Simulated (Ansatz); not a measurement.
**SrTiHO₂: computed property card**

SrTiHO2:
```yaml
crystal:
  lattice:
    - [3.97649, 0.00000, 0.00000]
    - [0.00000, 3.97649, 0.00000]
    - [0.00000, 0.00000, 3.73946]
  atoms:
    - { symbol: Sr, position: [0.00000, 0.00000, 0.00000] }
    - { symbol: Ti, position: [0.50000, 0.50000, 0.50000] }
    - { symbol: O, position: [0.50000, 0.00000, 0.50000] }
    - { symbol: O, position: [0.00000, 0.50000, 0.50000] }
    - { symbol: H, position: [0.50000, 0.50000, 0.00000] }
```
The run is spin-polarised; directions of the spins, atom by atom: 0 ↑ 0 0 0.

Space group P4/mmm (No. 123); conventional cell a = b = 3.976 Å, c = 3.739 Å, α = β = γ = 90.00°.

Method: the program Ansatz at the r²SCAN level (PAW). Structure relaxed to zero pressure with the same functional. Other levels are named where they apply.

### Cell and energy

```
Quantity                                                      Result
-----------------------------------------------------  -------------
Volume per atom                                             11.83 Å³
Density                                                   4.73 g/cm³
Formation energy from the elements (no fitted shifts)  -2.45 eV/atom
```

### Electronic structure

```
Item                                                                        Result
------------------------------------  --------------------------------------------
Electronic character                                             metallic (no gap)
Density of states at the Fermi level  0.21 states/eV per atom (mean over ±0.08 eV)
```

### Magnetism

```
Quantity                   Value
--------------  ----------------
Magnetic order     ferromagnetic
Net moment      0.19 μB per atom
```

### Mechanics

```
Quantity                              Value
----------------------------------  -------
Bulk modulus (Birch–Murnaghan fit)  124 GPa
Pressure derivative B′                  4.2
```

### Charges

```
Property                                        Value
-------------  --------------------------------------
Bader charges  Sr +1.57, Ti +1.89, O -1.40, H -0.67 e
```

The start of the workflow was typed in or built on a structure type; neither database checked (COD, Materials Project) lists it. Its standing as an ambient phase is unchecked. The r²SCAN relaxation kept the symmetry of its start; whether a distortion lowers the energy is not shown. Magnetic state: ferromagnetic, the only order run, not a proven ground state. The cell computed holds one magnetic atom, so no antiferromagnetic order was within reach. Other orbital occupations within this spin state were not tried. No Hubbard U is applied. The compound may be a true metal, but semilocal functionals without U, or a wrong spin order, can also close a gap. The references are the lowest solids computed at this level, not always the standard phases (solids in place of the gases). Spin–orbit coupling is left out wherever it is not named.

Potentials: the earlier of the program's two PAW sets.
